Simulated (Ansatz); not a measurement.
A trial cell of Ce3HfO8, before relaxation:

```cif
data_structure
_symmetry_space_group_name_H-M 'Cmmm'
_symmetry_Int_Tables_number 65
_cell_length_a 7.3116
_cell_length_b 7.3116
_cell_length_c 6.8857
_cell_angle_alpha 90.000
_cell_angle_beta 90.000
_cell_angle_gamma 90.000
_cell_volume 368.11
loop_
_atom_site_label
_atom_site_type_symbol
_atom_site_symmetry_multiplicity
_atom_site_Wyckoff_symbol
_atom_site_fract_x
_atom_site_fract_y
_atom_site_fract_z
_atom_site_occupancy
Ce1 Ce 2 d 0.00000 0.00000 0.50000 1
Ce2 Ce 4 l 0.00000 0.50000 0.25000 1
Hf1 Hf 2 a 0.00000 0.00000 0.00000 1
O1 O 8 n 0.00000 0.19496 0.25000 1
O2 O 4 g 0.19496 0.50000 0.00000 1
O3 O 4 h 0.19496 0.50000 0.50000 1
```

Method: Ansatz 0.2.0, DFT PBE, scalar-relativistic, plane waves, PAW. Cutoff 420 eV, Gaussian smearing, Γ-centred meshes. Cell and atoms relax first on a coarse mesh and then on a converged one. In between, the cell is made exact in the group found at 0.06 Å. The steps can't lower the symmetry of their start. No spin polarisation.

A guess keeps its type if space group and coordination stay and the shape of the cell changes little (axis ratios within about 15 %, angles within 6°); the volume may change.

Q: Does it keep its structure type, or change into something else?

A: It keeps its type. The symmetry stays Cmmm (No. 65). The volume per atom shrinks by 0.9 %, from 15.3 to 15.2 Å³. The shortest distance goes from 2.23 Å (Ce–O and Hf–O) to 2.12 Å (Hf–O). Counting neighbours within 15 % of an atom's shortest distance, the start has Ce 6, Hf 6, O 3 and the end Ce 6, Hf 6, O 3.

The last run used a 6×6×4 mesh (in the run's order of axes) for its 12-atom cell and Gaussian smearing of 0.02 eV. Spin–orbit coupling, which can matter for Hf, is left out. The 4f shell of Ce is treated without a Hubbard U, which places its levels poorly. Symmetry constrained the relaxation, so the result can be a saddle point. Another cell of Ce3HfO8 relaxed alike, in P4/mmm, lies 61 meV/atom lower, so this cell isn't the stable form at this level.
